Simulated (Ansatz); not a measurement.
SnPb₃S₄: computed properties

These are results of DFT PBE, scalar-relativistic, plane waves, PAW (Ansatz), not measurements.

Plane waves to 420 eV, a k mesh through Γ of 6×6×6 on the computed 8-atom cell and Gaussian smearing (0.01 eV); no spin polarisation.

The structure is relaxed at this level of theory with its symmetry kept, and needn't be the ground state of this composition.

Space group R3m (No. 160), trigonal, a = 8.506 Å, c = 10.340 Å. Around Sn lie 3 S at 2.72 Å and 3 S at 3.29 Å; Pb is surrounded by 6 S at 2.97–3.03 Å; S on a site of symmetry m has 1 Sn at 2.72 Å, 4 Pb at 3.00–3.01 Å and 1 Sn at 3.29 Å; S on a site of symmetry 3m is surrounded by 6 Pb at 2.97–3.03 Å.

| Item | Value |
| --- | --- |
| Volume per atom | 27.00 Å³ |
| Formation energy from the elements' standard states (uncorrected) | -0.519 eV/atom |
| Kohn–Sham band gap | 0.05 eV |
| Orbital (Löwdin) character of the top 1 eV of the valence band | S 3p 56 %, Sn 5s 20 %, Sn 5p 14 % |
| Orbital (Löwdin) character of the lowest 1 eV of the conduction band | Pb 6p 59 %, S 3s 13 %, Sn 5p 12 %, S 3p 10 % |
| Bader charge by site (e) | Sn (1 in the cell) 0.96, Pb (3 in the cell) 1.01, S (3 in the cell) -1.00, S (1 in the cell) -1.00 |

Spin-orbit coupling is left out, which matters for the bands of heavy elements.

The cell was found from a structure generator's guess, not taken from experiment. Kohn–Sham gaps at this level usually fall short of measured ones. Löwdin shares on free-atom orbitals overweight diffuse shells in the empty bands.
